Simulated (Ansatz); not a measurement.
Input, command and steps of an Ansatz relaxation.

```yaml
crystal:
  lattice:
    - [7.82893291, 0.0, 0.0]
    - [0.0, 2.83804573, 0.0]
    - [0.0, 0.0, 8.14506917]
  atoms:
    - { symbol: Ti, position: [0.0306915, 0.25, 0.68406652] }
    - { symbol: Ti, position: [0.5306915, 0.25, 0.81593348] }
    - { symbol: Ti, position: [0.9693085, 0.75, 0.31593348] }
    - { symbol: Ti, position: [0.4693085, 0.75, 0.18406652] }
    - { symbol: Ti, position: [0.19644656, 0.25, 0.01908387] }
    - { symbol: Ti, position: [0.69644656, 0.25, 0.48091613] }
    - { symbol: Ti, position: [0.80355344, 0.75, 0.98091613] }
    - { symbol: Ti, position: [0.30355344, 0.75, 0.51908387] }
    - { symbol: O, position: [0.94218755, 0.25, 0.12451593] }
    - { symbol: O, position: [0.44218755, 0.25, 0.37548407] }
    - { symbol: O, position: [0.05781245, 0.75, 0.87548407] }
    - { symbol: O, position: [0.55781245, 0.75, 0.62451593] }
    - { symbol: O, position: [0.12118169, 0.25, 0.44716632] }
    - { symbol: O, position: [0.62118169, 0.25, 0.05283368] }
    - { symbol: O, position: [0.87881831, 0.75, 0.55283368] }
    - { symbol: O, position: [0.37881831, 0.75, 0.94716632] }
    - { symbol: O, position: [0.7930509, 0.25, 0.80952809] }
    - { symbol: O, position: [0.2930509, 0.25, 0.69047191] }
    - { symbol: O, position: [0.2069491, 0.75, 0.19047191] }
    - { symbol: O, position: [0.7069491, 0.75, 0.30952809] }
basis:
  ecutwfc: 420
kpoints:
  mp_grid: { grid: [6, 12, 6] }
hamiltonian:
  xc: pbesol
scf:
  occupations: { method: gaussian, width: 0.01 }
output:
  forces: true
  stress: true
  eigenvalues: true
relax:
  adjacent_minimum: "off"
  f_tol: 0.01
  max_steps: 40
```

```bash
ansatz run input.yaml --threads 4 --pin off --max-ram 10240MiB --backend cpu --events-out ev --progress --plain --runs-dir out
```

Method: DFT PBEsol, scalar-relativistic, plane waves, PAW in Ansatz.

Of 4 frames 4 are shown, positions in Å and forces in eV/Å; the SCF threshold varies from step to step.

```xyz
20
Lattice="7.8289 0.0000 0.0000 0.0000 2.8380 0.0000 0.0000 0.0000 8.1451" Properties=species:S:1:pos:R:3:forces:R:3 pbc="T T T" step=1 free_energy_over_end_meV_per_atom=0.26
Ti    0.2403    0.7095    5.5718   -0.0662    0.0000    0.0643
Ti    4.1547    0.7095    6.6458   -0.0662    0.0000   -0.0643
Ti    7.5887    2.1285    2.5733    0.0662    0.0000   -0.0643
Ti    3.6742    2.1285    1.4992    0.0662    0.0000    0.0643
Ti    1.5380    0.7095    0.1554   -0.0724    0.0000   -0.0255
Ti    5.4524    0.7095    3.9171   -0.0724    0.0000    0.0255
Ti    6.2910    2.1285    7.9896    0.0724    0.0000    0.0255
Ti    2.3765    2.1285    4.2280    0.0724    0.0000   -0.0255
O     7.3763    0.7095    1.0142    0.0149    0.0000    0.0456
O     3.4619    0.7095    3.0583    0.0149    0.0000   -0.0456
O     0.4526    2.1285    7.1309   -0.0149    0.0000   -0.0456
O     4.3671    2.1285    5.0867   -0.0149    0.0000    0.0456
O     0.9487    0.7095    3.6422   -0.0393    0.0000    0.1114
O     4.8632    0.7095    0.4303   -0.0393    0.0000   -0.1114
O     6.8802    2.1285    4.5029    0.0393    0.0000   -0.1114
O     2.9657    2.1285    7.7147    0.0393    0.0000    0.1114
O     6.2087    0.7095    6.5937   -0.0416    0.0000    0.1140
O     2.2943    0.7095    5.6239   -0.0416    0.0000   -0.1140
O     1.6202    2.1285    1.5514    0.0416    0.0000   -0.1140
O     5.5347    2.1285    2.5211    0.0416    0.0000    0.1140
20
Lattice="7.8289 0.0000 0.0000 0.0000 2.8380 0.0000 0.0000 0.0000 8.1451" Properties=species:S:1:pos:R:3:forces:R:3 pbc="T T T" step=2 free_energy_over_end_meV_per_atom=0.03
Ti    0.2328    0.7095    5.5741   -0.0067    0.0000    0.0141
Ti    4.1472    0.7095    6.6435   -0.0067    0.0000   -0.0141
Ti    7.5962    2.1285    2.5709    0.0067    0.0000   -0.0141
Ti    3.6817    2.1285    1.5016    0.0067    0.0000    0.0141
Ti    1.5361    0.7095    0.1499    0.0140    0.0000    0.0325
Ti    5.4506    0.7095    3.9227    0.0140    0.0000   -0.0325
Ti    6.2928    2.1285    7.9952   -0.0140    0.0000   -0.0325
Ti    2.3783    2.1285    4.2224   -0.0140    0.0000    0.0325
O     7.3799    0.7095    1.0164   -0.0082    0.0000    0.0287
O     3.4654    0.7095    3.0562   -0.0082    0.0000   -0.0287
O     0.4490    2.1285    7.1287    0.0082    0.0000   -0.0287
O     4.3635    2.1285    5.0889    0.0082    0.0000    0.0287
O     0.9470    0.7095    3.6479   -0.0156    0.0000   -0.0331
O     4.8614    0.7095    0.4246   -0.0156    0.0000    0.0331
O     6.8820    2.1285    4.4971    0.0156    0.0000    0.0331
O     2.9675    2.1285    7.7205    0.0156    0.0000   -0.0331
O     6.2026    0.7095    6.6016    0.0399    0.0000   -0.0230
O     2.2881    0.7095    5.6160    0.0399    0.0000    0.0230
O     1.6264    2.1285    1.5434   -0.0399    0.0000    0.0230
O     5.5408    2.1285    2.5291   -0.0399    0.0000   -0.0230
20
Lattice="7.8289 0.0000 0.0000 0.0000 2.8380 0.0000 0.0000 0.0000 8.1451" Properties=species:S:1:pos:R:3:forces:R:3 pbc="T T T" step=3 free_energy_over_end_meV_per_atom=0.01
Ti    0.2342    0.7095    5.5741   -0.0132    0.0000    0.0122
Ti    4.1487    0.7095    6.6435   -0.0132    0.0000   -0.0122
Ti    7.5947    2.1285    2.5710    0.0132    0.0000   -0.0122
Ti    3.6802    2.1285    1.5015    0.0132    0.0000    0.0122
Ti    1.5363    0.7095    0.1513    0.0024    0.0000    0.0131
Ti    5.4508    0.7095    3.9213    0.0024    0.0000   -0.0131
Ti    6.2926    2.1285    7.9938   -0.0024    0.0000   -0.0131
Ti    2.3781    2.1285    4.2238   -0.0024    0.0000    0.0131
O     7.3787    0.7095    1.0169   -0.0017    0.0000    0.0165
O     3.4642    0.7095    3.0556   -0.0017    0.0000   -0.0165
O     0.4502    2.1285    7.1282    0.0017    0.0000   -0.0165
O     4.3647    2.1285    5.0894    0.0017    0.0000    0.0165
O     0.9466    0.7095    3.6470   -0.0071    0.0000   -0.0038
O     4.8611    0.7095    0.4255   -0.0071    0.0000    0.0038
O     6.8823    2.1285    4.4980    0.0071    0.0000    0.0038
O     2.9678    2.1285    7.7196    0.0071    0.0000   -0.0038
O     6.2045    0.7095    6.6002    0.0165    0.0000    0.0036
O     2.2900    0.7095    5.6174    0.0165    0.0000   -0.0036
O     1.6245    2.1285    1.5449   -0.0165    0.0000   -0.0036
O     5.5389    2.1285    2.5276   -0.0165    0.0000    0.0036
20
Lattice="7.8289 0.0000 0.0000 0.0000 2.8380 0.0000 0.0000 0.0000 8.1451" Properties=species:S:1:pos:R:3:forces:R:3 pbc="T T T" step=4 free_energy_over_end_meV_per_atom=0.00
Ti    0.2339    0.7095    5.5745   -0.0005    0.0000    0.0010
Ti    4.1483    0.7095    6.6431   -0.0005    0.0000   -0.0010
Ti    7.5951    2.1285    2.5705    0.0005    0.0000   -0.0010
Ti    3.6806    2.1285    1.5020    0.0005    0.0000    0.0010
Ti    1.5365    0.7095    0.1517   -0.0017    0.0000   -0.0014
Ti    5.4510    0.7095    3.9208   -0.0017    0.0000    0.0014
Ti    6.2924    2.1285    7.9934    0.0017    0.0000    0.0014
Ti    2.3780    2.1285    4.2242    0.0017    0.0000   -0.0014
O     7.3781    0.7095    1.0179    0.0013    0.0000   -0.0002
O     3.4636    0.7095    3.0546    0.0013    0.0000    0.0002
O     0.4508    2.1285    7.1272   -0.0013    0.0000    0.0002
O     4.3653    2.1285    5.0904   -0.0013    0.0000   -0.0002
O     0.9462    0.7095    3.6471    0.0008    0.0000    0.0002
O     4.8607    0.7095    0.4254    0.0008    0.0000   -0.0002
O     6.8827    2.1285    4.4980   -0.0008    0.0000   -0.0002
O     2.9682    2.1285    7.7196   -0.0008    0.0000    0.0002
O     6.2055    0.7095    6.6006    0.0017    0.0000   -0.0016
O     2.2910    0.7095    5.6170    0.0017    0.0000    0.0016
O     1.6234    2.1285    1.5444   -0.0017    0.0000    0.0016
O     5.5379    2.1285    2.5281   -0.0017    0.0000   -0.0016
```

It took 4 min on 4 threads of Intel(R) Xeon(R) Processor @ 2.50GHz (Skylake/Cascade Lake), on a shared host, peak memory 1.8 GiB.